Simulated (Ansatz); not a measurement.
# Point defect: Cl on a S site in MgS

All numbers below come from DFT PBE, scalar-relativistic, plane waves, PAW (Ansatz). Run with 420 eV cutoff, 2×2×2 k-mesh, shifted by half a step, Gaussian smearing of 0.01 eV, collinear spin in charge 0 alone.

Host crystal, relaxed:

```yaml
crystal:
  lattice:
    - [0.00000, 2.61488, 2.61488]
    - [2.61488, 0.00000, 2.61488]
    - [2.61488, 2.61488, 0.00000]
  atoms:
    - { symbol: Mg, position: [0.00000, 0.00000, 0.00000] }
    - { symbol: S, position: [0.50000, 0.50000, 0.50000] }
```

Supercell of 32 atoms, rows in host cell vectors: -3 1 1; 1 1 -3; 1 -3 1. Atoms relax at the host's cell, keeping the symmetry that the supercell leaves at the site. The cell is small, so energies carry finite-size errors of tenths of an eV. The host's Kohn–Sham gap is 2.76 eV.

Defect: Cl on a S site at (0.500, 0.500, 0.500) of the host cell, charge 0.

**Question.** Give the relaxed supercell.

**Answer.**
```
Mg Cl S
1.0
     5.22976   -5.22976   -5.22976
    -5.22976   -5.22976    5.22976
    -5.22976    5.22976   -5.22976
Mg Cl S
16 1 15
Cartesian
  -2.5018 0.0000 -2.6149
  -2.6149 -2.6149 0.0000
  -2.7280 -5.2298 2.6149
  -5.2298 2.7280 -2.6149
  -2.6149 2.6149 -5.2298
  -5.2298 0.0000 0.1131
  -5.2298 -2.6149 2.6149
  2.6149 -5.2298 -2.6149
  -5.2298 -5.2298 -5.2298
  -2.6149 -2.6149 -5.2298
  -2.6149 -5.2298 -2.6149
  0.0000 -2.6149 -2.6149
  2.6149 -2.6149 -5.2298
  0.0000 -5.2298 -0.1131
  -5.2298 -2.7280 -2.6149
  0.0000 0.0000 -5.2298
  -5.2298 0.0000 -2.6149
  -5.2298 -2.5954 -0.0195
  0.0000 0.0000 -2.6149
  -2.5954 -2.6344 2.6149
  0.0000 -2.6344 0.0195
  -7.8251 0.0000 -0.0195
  -2.6344 2.5954 -2.6149
  0.0000 -5.2298 -2.6149
  -2.6344 0.0000 -0.0195
  0.0000 -7.8251 0.0195
  0.0000 0.0000 -7.8446
  -2.6344 -2.5954 -2.6149
  0.0000 -2.6344 -5.2493
  -2.5954 -5.2298 0.0195
  2.6344 -2.5954 -2.6149
  -2.6344 0.0000 -5.2103
```
Around the defect: 6 Mg at 2.73 Å. The run ended with a moment of 0.50 μB, which may not be the ground spin state.